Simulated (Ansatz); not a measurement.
Total density of states per atom from r²SCAN (plane waves, PAW; program Ansatz), in 0.25 eV bins, energy from the Fermi level:

```
E (eV)  states/eV/atom
------  --------------
-7.85             0.23
-7.60             0.08
-7.35             0.00
-7.10             0.06
-6.85             0.13
-6.60             0.27
-6.35             0.49
-6.10             0.36
-5.85             0.20
-5.60             0.08
-5.35             0.01
-5.10             0.01
-4.85             0.14
-4.60             0.25
-4.35             0.32
-4.10             0.37
-3.85             0.43
-3.60             0.21
-3.35             0.41
-3.10             0.49
-2.85             0.61
-2.60             0.84
-2.35             0.79
-2.10             1.04
-1.85             1.24
-1.60             1.23
-1.35             1.69
-1.10             1.16
-0.85             0.77
-0.60             0.72
-0.35             0.53
-0.10             0.41
0.15              0.31
0.40              0.34
0.65              0.35
0.90              0.56
1.15              0.53
1.40              0.69
1.65              0.85
1.90              0.87
2.15              0.62
2.40              0.97
2.65              1.24
2.90              1.47
3.15              1.20
3.40              1.04
3.65              0.41
3.90              0.40
4.15              0.54
4.40              0.51
4.65              0.37
```

Question: Which of these materials gives this?
(A) Nb3Ga2, P4/mbm (Nb on 2a, Nb on 4h, Ga on 4g)
(B) LaPb3, Cu3Au type
(C) Ga2O3, bixbyite
(D) EuGa2, P6/mmm (Eu on 1a, Ga on 2d)

Answer: A, Nb3Ga2, P4/mbm (Nb on 2a, Nb on 4h, Ga on 4g). Within 0.5 eV of the Fermi level: Nb 4d 86 %, Ga 4p 8 %. Projections are on Löwdin-orthogonalised atomic valence shells; empty p or d shells of many metals are not among them.

The first step of the workflow began from a Materials Project structure, measured or hypothetical; the Crystallography Open Database files this formula in space group No. 127, but the cells were not matched. Whether it is the stable phase at ambient conditions was not checked. The cell was relaxed with r²SCAN under the symmetry of its start; whether a distortion lowers the energy is not shown. No spin polarisation was allowed. Scalar-relativistic: spin–orbit coupling is off unless named, which matters more the heavier the elements.

Potentials: the later of the program's two PAW sets.
